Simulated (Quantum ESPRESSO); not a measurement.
## Ga7AlP8 (finding a planted mistake in a log)

A calculation, not a measurement. The program is pw.x of Quantum ESPRESSO 7.5 (plane-wave density functional theory). The cell is made up: 16 atoms on a doubled zincblende/diamond lattice, with randomly drawn elements, strain and displacements, not relaxed. PseudoDojo standard norm-conserving files (v0.5 for PBE, v0.4.1 for LDA and PBEsol) set the functional; there is no spin polarisation, spin-orbit coupling or dispersion term, and the masses in the input are unused placeholders.

Intended input:

```
&control calculation='scf', pseudo_dir='./dojo.nc.sr.pbe.v0_5.standard.upf', outdir='./o', disk_io='low', tprnfor=.true., tstress=.true. /
&system ibrav=0, nat=16, ntyp=3, nbnd=73, ecutwfc=79.96652505, nosym=.true., tot_charge=0,
 occupations='smearing', smearing='fd', degauss=0.0018374661
/
&electrons conv_thr=7.350e-09, electron_maxstep=60, /
ATOMIC_SPECIES
Al 1.0 Al.upf
Ga 1.0 Ga.upf
P 1.0 P.upf
CELL_PARAMETERS angstrom
5.466 0.0297 0.0684
0.0297 5.4491 0.0012
0.1368 0.0023 10.9749
ATOMIC_POSITIONS angstrom
Ga 0.0282 0.0566 -0.1
Ga 0.0445 2.7111 2.7424
Ga 2.8116 -0.0606 2.6724
Ga 2.7449 2.6159 0.0478
Ga 0.1006 0.0437 5.4902
Al 0.0182 2.748 8.0858
Ga 2.8352 -0.0153 8.274
Ga 2.9158 2.7366 5.4307
P 1.4137 1.233 1.2871
P 1.459 3.9517 4.2284
P 4.1554 1.3872 4.1028
P 4.0928 4.1134 1.3423
P 1.4438 1.4322 6.7881
P 1.5208 3.9723 9.5853
P 4.2406 1.3486 9.6593
P 4.206 4.2895 6.9147
K_POINTS automatic
4 4 2 1 1 1
```

The log is shortened where brackets say so; the opening notice, blank lines, dates and the lines on written files are dropped, and the path of the files is cut. It prints rydbergs, bohrs and kilobars, and counts compression as positive stress. Where no state is partly filled, the Fermi energy that it prints is only some level between the filled and the empty states on the mesh, and need not lie in the true gap.

Log of the intended run:

```
     Program PWSCF v.7.5
     Parallel version (MPI & OpenMP), running on       4 processor cores
     Number of MPI processes:                 4
     Threads/MPI process:                     1
     [start-up lines left out]
     bravais-lattice index     =            0
     lattice parameter (alat)  =      10.3302  a.u.
     unit-cell volume          =    2205.5198 (a.u.)^3
     number of atoms/cell      =           16
     number of atomic types    =            3
     number of electrons       =       134.00
     number of Kohn-Sham states=           73
     kinetic-energy cutoff     =      79.9665  Ry
     charge density cutoff     =     319.8661  Ry
     scf convergence threshold =      7.3E-09
     mixing beta               =       0.7000
     number of iterations used =            8  plain     mixing
     Exchange-correlation= PBE
                           (   1   4   3   4   0   0   0)
     [axes and pseudopotential details left out]
   Cartesian axes
     site n.     atom                  positions (alat units)
         1        Ga     tau(   1) = (   0.0051587   0.0103540  -0.0182932  )
         2        Ga     tau(   2) = (   0.0081405   0.4959473   0.5016730  )
         3        Ga     tau(   3) = (   0.5143319  -0.0110857   0.4888678  )
         4        Ga     tau(   4) = (   0.5021304   0.4785321   0.0087442  )
         5        Ga     tau(   5) = (   0.0184030   0.0079941   1.0043339  )
         6        Al     tau(   6) = (   0.0033294   0.5026975   1.4791525  )
         7        Ga     tau(   7) = (   0.5186491  -0.0027989   1.5135803  )
         8        Ga     tau(   8) = (   0.5333935   0.5006120   0.9934495  )
         9        P      tau(   9) = (   0.2586111   0.2255553   0.2354519  )
        10        P      tau(  10) = (   0.2668980   0.7228928   0.7735102  )
        11        P      tau(  11) = (   0.7601561   0.2537634   0.7505339  )
        12        P      tau(  12) = (   0.7487046   0.7524730   0.2455498  )
        13        P      tau(  13) = (   0.2641174   0.2619954   1.2417615  )
        14        P      tau(  14) = (   0.2782032   0.7266613   1.7534592  )
        15        P      tau(  15) = (   0.7757419   0.2467023   1.7669962  )
        16        P      tau(  16) = (   0.7694125   0.7846873   1.2649207  )
     number of k points=    16  Fermi-Dirac smearing, width (Ry)=  0.0018
                       cart. coord. in units 2pi/alat
        k(    1) = (   0.1227953   0.1247030   0.1229662), wk =   0.1250000
        k(    2) = (   0.1259121   0.1247408  -0.1261186), wk =   0.1250000
     [further k points left out]
     Dense  grid:   213091 G-vectors     FFT dimensions: (  60,  60, 120)
     Estimated max dynamical RAM per process >     520.91 MB
     Estimated total dynamical RAM >       1.88 GB
     Initial potential from superposition of free atoms
     starting charge     133.9777, renormalised to     134.0000
     Starting wfcs are   99 randomized atomic wfcs
     total cpu time spent up to now is        8.3 secs
     per-process dynamical memory:   363.1 Mb
     Self-consistent Calculation
     iteration #  1     ecut=    79.97 Ry     beta= 0.70
     Davidson diagonalization with overlap
     ethr =  1.00E-02,  avg # of iterations =  3.9
     Threshold (ethr) on eigenvalues was too large:
     Diagonalizing with lowered threshold
     Davidson diagonalization with overlap
     ethr =  4.60E-04,  avg # of iterations =  2.0
     total cpu time spent up to now is       39.6 secs
     total energy              =   -1186.33317028 Ry
     estimated scf accuracy    <       0.63270176 Ry
     iteration #  2     ecut=    79.97 Ry     beta= 0.70
     Davidson diagonalization with overlap
     ethr =  4.72E-04,  avg # of iterations =  5.3
     total cpu time spent up to now is       54.9 secs
     total energy              =   -1186.46074127 Ry
     estimated scf accuracy    <       0.17849925 Ry
     [iterations 3 to 11 left out]
     iteration # 12     ecut=    79.97 Ry     beta= 0.70
     Davidson diagonalization with overlap
     ethr =  6.69E-11,  avg # of iterations =  2.0
     total cpu time spent up to now is      208.8 secs
     total energy              =   -1186.50868378 Ry
     estimated scf accuracy    <       0.00000001 Ry
     iteration # 13     ecut=    79.97 Ry     beta= 0.70
     Davidson diagonalization with overlap
     ethr =  8.08E-12,  avg # of iterations =  4.0
     total cpu time spent up to now is      221.9 secs
     End of self-consistent calculation
     [lines on levels left out]
     the Fermi energy is     7.8643 ev
!    total energy              =   -1186.50868378 Ry
     estimated scf accuracy    <          2.7E-10 Ry
     smearing contrib. (-TS)   =      -0.00000000 Ry
     internal energy E=F+TS    =   -1186.50868378 Ry
     The total energy is F=E-TS. E is the sum of the following terms:
     one-electron contribution =    -590.19680451 Ry
     hartree contribution      =     394.94719846 Ry
     xc contribution           =    -328.43304535 Ry
     ewald contribution        =    -662.82603238 Ry
     convergence has been achieved in  13 iterations
     Forces acting on atoms (cartesian axes, Ry/au):
     atom    1 type  2   force =     0.00225222   -0.05374806    0.00161286
     atom    2 type  2   force =     0.01522816    0.00567127   -0.02857802
     atom    3 type  2   force =    -0.03761146    0.00980275    0.05367011
     atom    4 type  2   force =     0.00134148    0.03360237   -0.00932648
     atom    5 type  2   force =     0.00934835    0.00241524   -0.02627548
     atom    6 type  1   force =     0.01773318    0.00300218    0.03495793
     atom    7 type  2   force =    -0.04400105    0.03211945    0.02323179
     atom    8 type  2   force =     0.00155473    0.00818769    0.05419893
     atom    9 type  3   force =    -0.01892856    0.02958297    0.05096497
     atom   10 type  3   force =    -0.01838639    0.05780013   -0.05886570
     atom   11 type  3   force =     0.01233535   -0.04218412   -0.01118888
     atom   12 type  3   force =     0.05160781   -0.03497657   -0.01371447
     atom   13 type  3   force =     0.02680535   -0.01318134    0.02238913
     atom   14 type  3   force =    -0.01530515    0.00752107   -0.00820762
     atom   15 type  3   force =    -0.00545419    0.01823182   -0.04642783
     atom   16 type  3   force =     0.00148017   -0.06384684   -0.03844125
     Total force =     0.212984     Total SCF correction =     0.000049
     Computing stress (Cartesian axis) and pressure
          total   stress  (Ry/bohr**3)                   (kbar)     P=       25.81
   0.00019795  -0.00011790  -0.00014925           29.12      -17.34      -21.95
  -0.00011790   0.00017492   0.00002740          -17.34       25.73        4.03
  -0.00014925   0.00002740   0.00015346          -21.95        4.03       22.58
     init_run     :      7.22s CPU      8.23s WALL (       1 calls)
     electrons    :    197.33s CPU    213.62s WALL (       1 calls)
     forces       :      3.15s CPU      3.25s WALL (       1 calls)
     stress       :     10.78s CPU     11.11s WALL (       1 calls)
     [timing details left out]
     PWSCF        :   3m38.66s CPU   3m56.57s WALL
     JOB DONE.
```

A second run was made from an input with one planted mistake. Its log:

```
     Program PWSCF v.7.5
     Parallel version (MPI & OpenMP), running on       4 processor cores
     Number of MPI processes:                 4
     Threads/MPI process:                     1
     [start-up lines left out]
     bravais-lattice index     =            0
     lattice parameter (alat)  =      10.3302  a.u.
     unit-cell volume          =    2205.5198 (a.u.)^3
     number of atoms/cell      =           16
     number of atomic types    =            3
     number of electrons       =       135.00
     number of Kohn-Sham states=           74
     kinetic-energy cutoff     =      79.9665  Ry
     charge density cutoff     =     319.8661  Ry
     scf convergence threshold =      7.3E-09
     mixing beta               =       0.7000
     number of iterations used =            8  plain     mixing
     Exchange-correlation= PBE
                           (   1   4   3   4   0   0   0)
     [axes and pseudopotential details left out]
   Cartesian axes
     site n.     atom                  positions (alat units)
         1        Ga     tau(   1) = (   0.0051587   0.0103540  -0.0182932  )
         2        Ga     tau(   2) = (   0.0081405   0.4959473   0.5016730  )
         3        Ga     tau(   3) = (   0.5143319  -0.0110857   0.4888678  )
         4        Ga     tau(   4) = (   0.5021304   0.4785321   0.0087442  )
         5        Ga     tau(   5) = (   0.0184030   0.0079941   1.0043339  )
         6        Al     tau(   6) = (   0.0033294   0.5026975   1.4791525  )
         7        Ga     tau(   7) = (   0.5186491  -0.0027989   1.5135803  )
         8        Ga     tau(   8) = (   0.5333935   0.5006120   0.9934495  )
         9        P      tau(   9) = (   0.2586111   0.2255553   0.2354519  )
        10        P      tau(  10) = (   0.2668980   0.7228928   0.7735102  )
        11        P      tau(  11) = (   0.7601561   0.2537634   0.7505339  )
        12        P      tau(  12) = (   0.7487046   0.7524730   0.2455498  )
        13        P      tau(  13) = (   0.2641174   0.2619954   1.2417615  )
        14        P      tau(  14) = (   0.2782032   0.7266613   1.7534592  )
        15        P      tau(  15) = (   0.7757419   0.2467023   1.7669962  )
        16        P      tau(  16) = (   0.7694125   0.7846873   1.2649207  )
     number of k points=    16  Fermi-Dirac smearing, width (Ry)=  0.0018
                       cart. coord. in units 2pi/alat
        k(    1) = (   0.1227953   0.1247030   0.1229662), wk =   0.1250000
        k(    2) = (   0.1259121   0.1247408  -0.1261186), wk =   0.1250000
     [further k points left out]
     Dense  grid:   213091 G-vectors     FFT dimensions: (  60,  60, 120)
     Estimated max dynamical RAM per process >     524.60 MB
     Estimated total dynamical RAM >       1.90 GB
     Initial potential from superposition of free atoms
     starting charge     133.9777, renormalised to     135.0000
     Starting wfcs are   99 randomized atomic wfcs
     total cpu time spent up to now is        6.1 secs
     per-process dynamical memory:   365.2 Mb
     Self-consistent Calculation
     iteration #  1     ecut=    79.97 Ry     beta= 0.70
     Davidson diagonalization with overlap
     ethr =  1.00E-02,  avg # of iterations =  4.0
     Threshold (ethr) on eigenvalues was too large:
     Diagonalizing with lowered threshold
     Davidson diagonalization with overlap
     ethr =  6.70E-04,  avg # of iterations =  2.0
     total cpu time spent up to now is       26.2 secs
     total energy              =   -1185.50818308 Ry
     estimated scf accuracy    <       0.92830252 Ry
     iteration #  2     ecut=    79.97 Ry     beta= 0.70
     Davidson diagonalization with overlap
     ethr =  6.88E-04,  avg # of iterations =  6.4
     total cpu time spent up to now is       38.8 secs
     total energy              =   -1185.45216200 Ry
     estimated scf accuracy    <       1.33156764 Ry
     [iterations 3 to 11 left out]
     iteration # 12     ecut=    79.97 Ry     beta= 0.70
     Davidson diagonalization with overlap
     ethr =  2.37E-10,  avg # of iterations =  5.3
     total cpu time spent up to now is      148.9 secs
     total energy              =   -1185.85552006 Ry
     estimated scf accuracy    <       0.00000009 Ry
     iteration # 13     ecut=    79.97 Ry     beta= 0.70
     Davidson diagonalization with overlap
     ethr =  6.48E-11,  avg # of iterations =  3.1
     total cpu time spent up to now is      157.8 secs
     End of self-consistent calculation
     [lines on levels left out]
     the Fermi energy is     8.9558 ev
!    total energy              =   -1185.85552007 Ry
     estimated scf accuracy    <          4.4E-09 Ry
     smearing contrib. (-TS)   =      -0.00080635 Ry
     internal energy E=F+TS    =   -1185.85471372 Ry
     The total energy is F=E-TS. E is the sum of the following terms:
     one-electron contribution =    -588.87292658 Ry
     hartree contribution      =     394.97717883 Ry
     xc contribution           =    -329.13293358 Ry
     ewald contribution        =    -662.82603238 Ry
     convergence has been achieved in  13 iterations
     Forces acting on atoms (cartesian axes, Ry/au):
     atom    1 type  2   force =     0.00011388   -0.04419617    0.00447961
     atom    2 type  2   force =     0.01379883    0.00705830   -0.02741669
     atom    3 type  2   force =    -0.03324601    0.01667012    0.05266384
     atom    4 type  2   force =     0.00495944    0.03121669   -0.00590900
     atom    5 type  2   force =     0.00714163    0.00961560   -0.02275595
     atom    6 type  1   force =     0.01259366    0.00093909    0.03010477
     atom    7 type  2   force =    -0.03949789    0.03871969    0.02231956
     atom    8 type  2   force =     0.00692086    0.00704569    0.05578965
     atom    9 type  3   force =    -0.01967799    0.02484066    0.04759677
     atom   10 type  3   force =    -0.01930169    0.05109638   -0.05604573
     atom   11 type  3   force =     0.01124432   -0.04519284   -0.01264740
     atom   12 type  3   force =     0.04826131   -0.03921611   -0.01805082
     atom   13 type  3   force =     0.02269914   -0.01195636    0.02048346
     atom   14 type  3   force =    -0.01713925    0.00190557   -0.00965332
     atom   15 type  3   force =    -0.00303718    0.01612794   -0.04612125
     atom   16 type  3   force =     0.00416694   -0.06467425   -0.03483749
     Total force =     0.204561     Total SCF correction =     0.000311
     Computing stress (Cartesian axis) and pressure
          total   stress  (Ry/bohr**3)                   (kbar)     P=       87.04
   0.00060342  -0.00010154  -0.00008806           88.77      -14.94      -12.95
  -0.00010154   0.00058148   0.00004022          -14.94       85.54        5.92
  -0.00008806   0.00004022   0.00059011          -12.95        5.92       86.81
     init_run     :      5.56s CPU      6.06s WALL (       1 calls)
     electrons    :    147.40s CPU    151.77s WALL (       1 calls)
     forces       :      2.35s CPU      2.42s WALL (       1 calls)
     stress       :      7.31s CPU      7.54s WALL (       1 calls)
     [timing details left out]
     PWSCF        :   2m42.71s CPU   2m48.00s WALL
     JOB DONE.
```

Question: what was wrong in the second input?

Answer: the cell has the wrong charge. The input lines that differ, file-writing options aside:

```
- &system ibrav=0, nat=16, ntyp=3, nbnd=73, ecutwfc=79.96652505, nosym=.true., tot_charge=0,
+ &system ibrav=0, nat=16, ntyp=3, nbnd=74, ecutwfc=79.96652505, nosym=.true., tot_charge=-1,
```

|  | intended run | run with the mistake |
| --- | --- | --- |
| free energy (eV) | -16143.273 | -16134.386 |
| smearing term -TS (eV) | 0.0000 | -0.0110 |
| pressure (GPa) | 2.58 | 8.70 |
| largest force component (eV/Å) | 1.642 | 1.663 |
| largest change of a force component (eV/Å) |  | 0.246 |
| iterations | 13 | 13 |

For scale, a rerun of the intended cell at a cutoff of 1377 eV and k mesh 6 x 6 x 4 moved values by no more than 0.019 eV in energy, 0.03 GPa in stress and 0.002 eV/Å in force. The charged cell sits in a uniform background, so its energy and stress rest on the program's zero of potential. The number of bands, nbnd, was set by rule from the electron count and the smearing, so it follows the mistake.